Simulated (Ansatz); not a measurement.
**BaSn: frozen-core PAW against all-electron methods**

```
CELL_PARAMETERS angstrom
2.68307 -6.36291 0.00000
2.68307 6.36291 0.00000
0.00000 0.00000 4.71514
ATOMIC_POSITIONS crystal
Ba 0.13558 0.86442 0.75000
Ba 0.86442 0.13558 0.25000
Sn 0.42794 0.57206 0.75000
Sn 0.57206 0.42794 0.25000
```

Atoms are numbered in the order listed.

The cell is the one relaxed in the Materials Project (mp-872), not relaxed further here; entries there can be hypothetical.

Spin–orbit coupling is left out, though it moves levels of the heavy atoms by tenths of an eV or more.

Levels of theory: DFT, LDA, PAW with Ansatz's default frozen-core files, scalar-relativistic (Ansatz 0.2.0); DFT, LDA, all-electron PAW with datasets made for the crystal, scalar-relativistic (Ansatz 0.2.0); DFT, LDA, all-electron LAPW, scalar-relativistic (Ansatz 0.2.0).

For PAW: a Γ-centred 8×8×9 k mesh, Fermi–Dirac smearing of 0.03 eV, cutoff 420 eV, no spin polarisation; the PAW files were made with PBE, and the program remakes their frozen cores for this functional. The crystal-made all-electron datasets (AE datasets) take a cutoff of 240 eV at this cell. LAPW targets a basis error of 1 meV/atom. The Ansatz runs share mesh, smearing and spin set-up. Plane-wave (PAW) pressures include the program's estimate of the Pulay term.

Stress and pressure are positive in compression.

No spin–orbit coupling: at heavy atoms the gradients can be off by tens of per cent for that reason.

In a metal, gradients converge slowly with the k mesh: the values move by tens of per cent from one mesh to another, at times in sign, so only the comparison on one mesh counts.

Levels count from the Fermi level.

```tsv
quantity	PAW	AE datasets	LAPW
pressure (GPa)	-2.66	-2.66	-2.66
stress xx (GPa)	-2.78	-2.78	-2.78
stress yy (GPa)	-2.52	-2.52	-2.52
stress zz (GPa)	-2.67	-2.67	-2.67
force on Ba1, y (eV/Å)	0.098	0.098	0.098
force on Sn3, y (eV/Å)	-0.043	-0.042	-0.042
highest filled level at Z (eV)	-1.252	-1.253	-1.253
lowest empty level at Z (eV)	0.078	0.078	0.078
highest filled level at Γ (eV)	-0.278	-0.278	-0.278
lowest empty level at Γ (eV)	0.750	0.749	0.749
field gradient Vzz at Ba1 (10²¹ V/m²)	-2.59	-2.63	–
field gradient Vzz at Sn3 (10²¹ V/m²)	-18.01	-18.11	–
```
